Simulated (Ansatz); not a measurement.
Input:

Rb2NaTlBr6:
```
CELL_PARAMETERS angstrom
      0.00000     5.59821     5.59821
      5.59821     0.00000     5.59821
      5.59821     5.59821     0.00000
ATOMIC_POSITIONS crystal
  Rb 0.75000 0.75000 0.75000
  Rb 0.25000 0.25000 0.25000
  Na 0.50000 0.50000 0.50000
  Tl 0.00000 0.00000 0.00000
  Br 0.75504 0.24496 0.24496
  Br 0.24496 0.75504 0.75504
  Br 0.24496 0.75504 0.24496
  Br 0.75504 0.24496 0.75504
  Br 0.24496 0.24496 0.75504
  Br 0.75504 0.75504 0.24496
```

This is the r²SCAN-relaxed structure.

Problem. All from r²SCAN (plane waves, PAW; program Ansatz), unless another level is named. Predict the HSE06 gap on the r²SCAN cell.

Solution. 1.91 eV.

Problem. Next, the electron effective mass with spin–orbit coupling?

Solution. 0.31 mₑ (isotropic).

Problem. Give the hole effective mass, band 1 of 3 at the edge.

Solution. 2.8 along [110], 2.1 along [111] (mₑ).

Space group Fm-3m. The first step of the workflow began from a Materials Project structure, measured or hypothetical; the Crystallography Open Database copy checked does not list it. Whether it is the stable phase at ambient conditions was not checked. The cell was relaxed with r²SCAN under the symmetry of its start; whether a distortion lowers the energy is not shown. Scalar-relativistic: spin–orbit coupling is off unless named, which matters more the heavier the elements.

Potentials: the later of the program's two PAW sets.
